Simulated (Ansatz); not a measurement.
The slice is one period of a {100} plane through atoms; its size isn't given.

The numbers are results of PBE (plane waves to 420 eV, PAW, scalar-relativistic; Ansatz, a quantum-chemistry and plane-wave program), not measurements. Inside the PAW spheres the values are not all-electron values, and peaks at nuclei hang on which shells count as valence.

```
|@@%*=============*%@|
|%%#+====+++++====+#%|
|#*+===+++++++++===+*|
|=====++*******++====|
|====++***###***++===|
|===++**#######**++==|
|===+**##%%%%%##**+==|
|==++**#%%%#%%%#**++=|
|==++*##%%#*#%%##*++=|
|==++*##%#* *#%##*++=|
|==++*##%%#*#%%##*++=|
|==++**#%%%#%%%#**++=|
|===+**##%%%%%##**+==|
|===++**#######**++==|
|====++***###***++===|
|=====++*******++====|
|#*+===+++++++++===+*|
|%%#+====+++++====+#%|
|@@%*=============*%@|
|@@%#=============#%@|
```
Scale: ten equal steps from -3.00 (start of ' ') to 0.97 (end of '@'), in the order ' .:-=+*#%@'. Values: log₁₀ of the valence density in e/Å³. The map has 20 points along u (one character each, u = 0 at the left) and 20 along v (v = 0 in the bottom row). The scale is logarithmic, as a density can span decades between atoms and voids; values under 0.001 e/Å³ are set to 0.001.

```
|xxxxxx330000000000001100000000000033xxxx|
|xxxx6600000011223333333333221100000066xx|
|5533000000225566777777777766552200000033|
|0000000022557788889999998888775522000000|
|0000002255889999999999999999998855220000|
|0000115577999999999999999999999977551100|
|0000226688999999999999999999999988662200|
|000033778899999999xxxxxx9999999988773300|
|0000337799999999xxxxxxxxxx99999999773300|
|0000337799999999xxxxxxxxxx99999999773300|
|0000337799999999xxxxxxxxxx99999999773300|
|000033778899999999xxxxxx9999999988773300|
|0000226688999999999999999999999988662200|
|0000115577999999999999999999999977551100|
|0000002255889999999999999999998855220000|
|0000000022557788889999998888775522000000|
|5533000000225566777777777766552200000033|
|xxxx6600000011223333333333221100000066xx|
|xxxxxx330000000000001100000000000033xxxx|
|xxxxxx550000000000000000000000000055xxxx|
```
Scale: ten equal steps from 0.00 (start of '0') to 0.88 (end of '9'), in the order '0123456789'. Values: electron localisation function (ELF). The map has 20 points along u (two characters each, u = 0 at the left) and 20 along v (v = 0 in the bottom row). Points within 0.5 Å of a nucleus are blanked (x), as the pseudised field means little there.

### Question
Which relaxed crystal do these maps come from?
(A) PbS (rock salt)
(B) HfC (rock salt)
(C) LiCl (rock salt)

### Answer
C, LiCl (rock salt). Atoms on the slice: Cl at (0.50, 0.50); Li at (0.00, 0.00)

All were relaxed with their symmetry unable to fall. HfC is run without spin polarisation. Spin-orbit coupling is left out.
